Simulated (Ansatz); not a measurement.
**Is this Si₄P structure a true minimum?**

The structure comes from a generated guess, relaxed at this level; another structure or a mixture of phases may lie lower.

Theory: DFT PBE, scalar-relativistic, plane waves, PAW (Ansatz). Cutoff 420 eV; k points 12×12×4 on the computed 5-atom cell (Γ-centred); Gaussian smearing, width 0.10 eV; no spin polarisation.

The cell below (5 atoms, space group P-6m2 (No. 187)) is relaxed within its symmetry.

```xyz
5
Lattice="3.6725 0.0000 0.0000 -1.8363 3.1805 0.0000 0.0000 0.0000 9.8610" Properties=species:S:1:pos:R:3 pbc="T T T"
Si    0.0000    2.1203    7.5174
Si    0.0000    2.1203    2.3435
Si    0.0000    2.1203    4.9305
Si    0.0000    2.1203    0.0000
P     1.8363    1.0602    4.9305
```

For the test a repeat of it with 10 atoms (edges 3.67, 3.67, 19.72 Å) was strained at random (σ = 1.5 % a component), the atoms were moved at random (σ = 0.05 Å), and all was relaxed again on a coarse 6×6×1 mesh (in the run’s order of axes) with 0.20 eV smearing, with no symmetry imposed.

The cell is a metal run without spin; a magnetic state may lie lower.

Q: What happens?

A: It doesn't return. The energy falls by 864 meV/atom on that mesh, the volume changes by -33.9 %, and the end has space group P-1 (No. 2) at a loose tolerance. Relaxed again on a 16×12×4 mesh with 0.10 eV smearing, the new structure lies 867 meV/atom below the first (mesh in the axes of the run's cell; the cell below is made exact in the group named). Space group Fddd (No. 70), orthorhombic, a = 2.614 Å, b = 6.789 Å, c = 34.055 Å. Around Si on its first site lie 6 Si at 2.49–2.61 Å; around Si on its second site lie 2 P at 2.49 Å and 4 Si at 2.49–2.61 Å; around P lie 4 Si at 2.49 Å, 2 P at 2.61 Å and 4 Si at 3.10 Å.

```xyz
10
Lattice="0.0000 3.3944 17.0277 1.3070 0.0000 17.0277 1.3070 3.3944 0.0000" Properties=species:S:1:pos:R:3 pbc="T T T"
Si    1.3070    3.3944   20.4299
Si    1.9604    5.0916   28.9438
Si    0.6535    1.6972   15.3295
Si    1.3070    3.3944    6.8156
Si    0.6535    1.6972    1.6983
Si    1.3070    3.3944   27.2399
Si    1.3070    3.3944   13.6256
Si    1.9604    5.0916   22.1395
P     0.0000    0.0000    0.0000
P     0.6535    1.6972    8.5139
```
